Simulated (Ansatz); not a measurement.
A geometry of Ba away from equilibrium: the start of the relaxation of a randomly generated symmetric cell of Ba (space group No. 164). Computed with r2SCAN (plane waves to 500 eV, PAW, scalar-relativistic; Ansatz, a first-principles code). Γ-centred k-mesh 6×6×8 on the run's cell (coarser than for final values), Fermi–Dirac smearing 0.05 eV.

```xyz
2
Lattice="6.2059 0.0000 0.0000 -3.1030 5.3745 0.0000 0.0000 0.0000 4.3472" Properties=species:S:1:pos:R:3:forces:R:3 pbc="T T T" free_energy=-11927.831 pressure_GPa=0.4
Ba     3.1030     1.7915     3.0272    0.0000    0.0000    0.4706
Ba     0.0000     3.5830     1.3200    0.0000    0.0000   -0.4706
```

Positions in Å, forces in eV/Å, free energy of the cell in eV (comparable only within this code, potentials and settings). Largest force: 0.47 eV/Å, on Ba1, Ba2 (atoms numbered as listed); the geometry lies 0.52 eV/atom above the end of its relaxation.

No spin polarisation in the result.

The run could not lose the symmetry of its start.

The relaxed structure has the type that Ba is known to take under pressure; here it was relaxed at zero pressure, from a generated start.
